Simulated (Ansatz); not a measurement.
C, lonsdaleite, relaxed with r2SCAN: space group P6_3/mmc (No. 194), hexagonal; a = 2.503 Å, c = 4.169 Å in the conventional setting, 5.66 Å³ an atom. Around C lie 4 C at 1.54–1.56 Å. One-shot G0W0@PBE in the plane-wave code Ansatz on a 6×6×4 mesh (contour deformation, no spin-orbit coupling), from a PBE gap of 3.322 eV over the mesh points (the G0W0 gap is indirect on the mesh); the number N of bands summed and the screening cutoff rise together. Calculated for a static, non-magnetic cell.

```
 N  cutoff (eV)  1000/N  G0W0 gap (eV)
44           80  22.727          4.113
93          140  10.753          4.409
```

Problem. Lay a straight line in 1000/N through these rows.

Solution. The slope is -0.0247 eV per unit of 1000/N and the intercept 4.675 eV.

Problem. Predict the gap at N = 164 (210 eV).

Solution. 4.675 + (-0.0247) × 6.098 = 4.524 eV; the run gives 4.560 eV, +0.036 eV from the line.

Problem. With that run's result added, what limit do the last two rows suggest?

Solution. Their slope is (4.560 − 4.409)/(6.098 − 10.753) = -0.0324, which meets 1/N = 0 at 4.76 eV, against 4.675 eV from the first line. The slope steepens, so 1/N isn't yet asymptotic and the true limit probably lies higher still; the k mesh isn't extrapolated.
